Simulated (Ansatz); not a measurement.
Lattice vibrations of TeRh2S at Γ

Method: DFT PBEsol, scalar-relativistic, plane waves, PAW in Ansatz 0.2.0. Settings: 420 eV plane-wave cutoff, Γ-centred 12×12×8 mesh, Fermi-Dirac smearing of 0.15 eV. No spin polarisation. Phonons by linear response, acoustic sum rule imposed.

Relaxed structure:
```yaml
crystal:
  lattice:
    - [3.76758, 0.00000, 0.00000]
    - [-1.88379, 3.26282, 0.00000]
    - [0.00000, 0.00000, 5.58133]
  atoms:
    - { symbol: Te, position: [0.33333, 0.66667, 0.50000] }
    - { symbol: Rh, position: [0.66667, 0.33333, 0.75999] }
    - { symbol: Rh, position: [0.66667, 0.33333, 0.24001] }
    - { symbol: S, position: [0.00000, 0.00000, 0.00000] }
```

The cell was built by swapping an element in a database structure (itself possibly hypothetical) and relaxing; it need not be the stable form of this composition. In a metal, frequencies and elastic constants depend on the k mesh and the smearing, soft modes and shear constants most. Spin–orbit coupling is left out, which matters for heavy elements. A semilocal functional can close a gap that the real compound has.

Q: Is this structure stable against zone-centre distortions?

A: Yes, at Γ: no optical mode is imaginary. Strains and other wave vectors aren't tested by this run.

Q: List the optical modes at Γ (i marks imaginary ones).

A:
```tsv
frequency (THz)	degeneracy
2.45	2
4.67	1
5.61	2
5.73	2
6.12	1
6.43	1
```

Cost: 1 run of about 5.4 core-minutes, on Intel Xeon 6975P-C (Granite Rapids) (shared hosts).